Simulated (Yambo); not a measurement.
```
CELL_PARAMETERS angstrom
      3.66511     0.00000     0.00000
     -1.83255     3.17408     0.00000
      0.00000     0.00000    15.90000
ATOMIC_POSITIONS crystal
  S  0.66667 0.33333 0.90668
  S  0.33333 0.66667 0.09332
  Sn 0.00000 0.00000 0.00000
```

Response from Yambo on PBE (stringent potentials; Quantum ESPRESSO, PseudoDojo norm-conserving, 102 Ry, without SOC) bands: 24×24×1 mesh, 51 bands, 2 Ry local-field block, 0.2 eV broadening.

Q: Give the static in-plane polarisability without and with local fields.

A: 
```json
[
 {"field along": "x", "α(0), independent particles (Å)": "3.64", "α(0), RPA with local fields (Å)": "3.19", "screening length 2πα (Å)": "20.1"}
]
```
Electronic (clamped-ion) response only. PBE gaps are usually too small, which raises these values. Convergence of the RPA response with its 24×24×1 mesh was not tested.

Geometry relaxed with PBE+D3(BJ).
